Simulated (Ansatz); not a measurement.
BeTe (zinc blende, space group No. 216), PBEsol (plane waves, PAW; program Ansatz). The conduction-band minimum lies at X, with 3 equivalent valleys. Second derivatives d²E/dk² of the lowest band at one valley (eV·Å²), along Cartesian directions:

| direction | d²E/dk² |
|---|---|
| [100] | 5.394 |
| [010] | 30.74 |
| [001] | 30.74 |
| [110] | 18.07 |
| [101] | 18.07 |
| [011] | 30.65 |

Question: Find the principal effective masses, the density-of-states mass and the conductivity mass.

Answer: Off-diagonal terms follow from H_xy = H[110] − (H_xx + H_yy)/2, and m*/mₑ = 7.620 eV·Å² over each eigenvalue: 0.25, 0.25, 1.4. One valley's DOS mass (m₁m₂m₃)^(1/3) = 0.44, conductivity mass 3/(Σ 1/mᵢ) = 0.34 mₑ.

Question: What effective density of states Nc follows at 300 K for parabolic valleys?

Answer: Nc = 2.509e19 × 3 × (0.44)^(3/2) ≈ 2.2e19 cm⁻³.

Space group F-43m (zinc blende). The cell was relaxed with PBEsol under the symmetry of its start. Scalar-relativistic: spin–orbit coupling is off unless named, which matters more the heavier the elements.

Potentials: the earlier of the program's two PAW sets. The files were generated under PBE; for other functionals the program regenerates the frozen cores, and for LDA and PBEsol the local potential too.

Edges and masses are those of Kohn–Sham bands, whose gap is no quasiparticle gap.
